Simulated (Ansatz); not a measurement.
A structure of SnS relaxed with PBEsol (plane waves to 420 eV, PAW, scalar-relativistic; Ansatz, a quantum-chemistry and plane-wave program); single points at other levels follow on the same geometry (Ansatz, PAW; PBEsol+SOC at 420 eV on a 14×14×14 k-mesh; spin-orbit coupling only where +SOC is written). Space group Fm-3m (No. 225).

```xyz
2
Lattice="0.0000 2.8718 2.8718 2.8718 0.0000 2.8718 2.8718 2.8718 0.0000" Properties=species:S:1:pos:R:3 pbc="T T T"
Sn     2.8718     2.8718     2.8718
S      0.0000     0.0000     0.0000
```

| level | gap (eV) | kind | conduction minimum |
|---|---|---|---|
| PBEsol | 0.13 | direct | k = (0, 0.0714, -0.4286) |
| PBEsol+SOC | 0.20 | direct | k = (0, 0.0714, -0.4286) |

The shift from spin-orbit coupling is approximate. No spin polarisation in the result.

The run could not lose the symmetry of its start.

The first start was generated by placing the elements on the sites of a structure type. A measured structure of SnS has the same space group, Fm-3m (No. 225); the sites were not compared with it. Another known form has space group No. 62.
